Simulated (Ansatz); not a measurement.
Cu$_{3}$Au (Cu3Au type, Pm-3m) under volume change, PBE in the plane-wave PAW code Ansatz, scaled uniformly.

```
V (Å³/atom)  E − E(relaxed) (meV/atom)  P (GPa)
-----------  -------------------------  -------
12.296                             [?]      [?]
12.701                            24.5    10.32
13.107                             5.7     4.67
13.512                             0.0     0.00
13.917                             5.0    -3.86
14.323                             [?]      [?]
14.728                            40.2    -9.68
```

Q: Complete the blanks.

A: 
- 12.296, E − E(relaxed) (meV/atom): 58.9
- 12.296, P (GPa): 17.14
- 14.323, E − E(relaxed) (meV/atom): 19.0
- 14.323, P (GPa): -7.04

Q: What does a third-order Birch–Murnaghan fit give for V₀, B₀ and B′?

A: V₀ = 13.51 Å³/atom, B₀ = 141 GPa, B′ = 5.3.

The cell was relaxed with PBE under the symmetry of its start. The run is not spin-polarised. Scalar-relativistic: spin–orbit coupling is off unless named, which matters more the heavier the elements.

Potentials: the later of the program's two PAW sets.
